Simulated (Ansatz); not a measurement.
## Zn (P6_3/mmc), two-dimensional strain map

Method: Ansatz 0.2.0, DFT PBEsol, scalar-relativistic, plane waves, PAW. Settings: plane waves to 420 eV, k-mesh 24×24×10 (Γ-centred), Gaussian smearing 0.15 eV. No spin polarisation. Energies are free energies at this smearing, counted from the undisturbed cell; pressure is positive in compression.

Zero of the scan (as given, not relaxed at this level; it stands at -5.4 GPa):

```
Zn
1.0
     2.66480    0.00000    0.00000
    -1.33240    2.30778    0.00000
     0.00000    0.00000    4.94670
Zn
2
Cartesian
  0.0000 1.5385 1.2367
  1.3324 0.7693 3.7100
```

The cell is strained by p along both x and y and by q along z, fractional coordinates fixed. Points are written (p, q).

Energy above the undisturbed cell in meV/atom (a dash: not computed):

```csv
p \ q,-0.030,-0.015,0.000,0.015,0.030
-0.030,?,-18.3,?,-16.1,-12.3
-0.015,-16.6,-16.1,-14.0,-10.3,-5.0
0.000,-8.0,-4.2,0.0,?,12.1
0.015,7.4,14.5,21.6,29.0,37.2
0.030,?,38.2,48.3,58.2,68.2
```

Problem. Fill in the withheld energies.

Solution. (-0.030, -0.030): -16.4; (-0.030, 0.000): -18.1; (0.000, 0.015): 5.4; (0.030, -0.030): 28.5.